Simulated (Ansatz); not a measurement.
The start is a randomly generated symmetric cell of Bi2Te3 (space group No. 191). The structure is fully relaxed (lattice and positions, P = 0) with PBE (plane waves to 420 eV, PAW, scalar-relativistic; Ansatz, a first-principles code). The first steps use a coarse 5×5×4 k-mesh.

Starting cell:
```
CELL_PARAMETERS angstrom
      5.39510     0.00000     0.00000
     -2.69755     4.67230     0.00000
      0.00000     0.00000     7.19106
ATOMIC_POSITIONS crystal
  Bi 0.33333 0.66667 0.00000
  Bi 0.66667 0.33333 0.00000
  Te 0.00000 0.00000 0.00000
  Te 0.66667 0.33333 0.50000
  Te 0.33333 0.66667 0.50000
```

Task: By how much does the energy per atom fall from start to end?

Result: 0.18 to 0.19 eV/atom (the two k-meshes of the run give this range).

Task: Give the final cell and atomic positions.

Result: 
Space group P6/mmm (No. 191); a = 5.7401 Å, b = 5.7401 Å, c = 6.3860 Å, α = 90.00°, β = 90.00°, γ = 120.00°

```json
[
 {"atom": "Bi", "site": "2c", "symmetry": "-6m2", "x": "0.3333", "y": "0.6667", "z": "0.0000"},
 {"atom": "Te", "site": "1a", "symmetry": "6/mmm", "x": "0.0000", "y": "0.0000", "z": "0.0000"},
 {"atom": "Te", "site": "2d", "symmetry": "-6m2", "x": "0.3333", "y": "0.6667", "z": "0.5000"}
]
```

The space group stays P6/mmm (No. 191) (the run could not lower it), with 5 atoms in the primitive cell. Final values are on a 10×10×8 k-mesh of the relaxed cell. No spin polarisation in the result.

The run could not lose the symmetry of its start, so the end can be a saddle point.

All atoms sit on sites fixed by symmetry, so only the cell could relax.

The relaxed structure here is a generated cell of Bi2Te3: the first start was made by a random draw of sites in a space group, and the end was not matched to a known phase here, so it may be hypothetical. Known forms of Bi2Te3 include space group No. 166.
